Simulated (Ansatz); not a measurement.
CaGe2Au2 in space group I4/mmm (No. 139; Ca on 2a, Au on 4d, Ge on 4e), the program Ansatz at the r²SCAN level (PAW), all energies at zero smearing, with the estimated change up to a 700 eV cutoff added, with one set of potentials and settings (totals compare only within such a set). Cell of 5 atoms (1 Ca, 2 Au, 2 Ge): -36756.787 eV.

| element | reference phase | E (eV/atom) |
|---|---|---|
| Ca | Fm-3m, 1 atoms in the cell | -1821.6752 |
| Au | Fm-3m, 1 atoms in the cell | -13163.5078 |
| Ge | Fd-3m, 2 atoms in the cell | -4302.9041 |

Formation energy per atom, worked out: (-36756.787 − 1×(-1821.6752) − 2×(-13163.5078) − 2×(-4302.9041))/5 = -0.458 eV/atom (-44 kJ per mol of atoms), at 0 K, without zero-point energy or fitted corrections.

The workflow started from an entry of the Crystallography Open Database (COD). Its standing as an ambient phase is unchecked. The cell was relaxed with r²SCAN under the symmetry of its start; its stability against distortions is not shown here. The references are the lowest solids computed at this level, not always the standard phases. Spin–orbit coupling is left out wherever it is not named.

Potentials: the later of the program's two PAW sets.
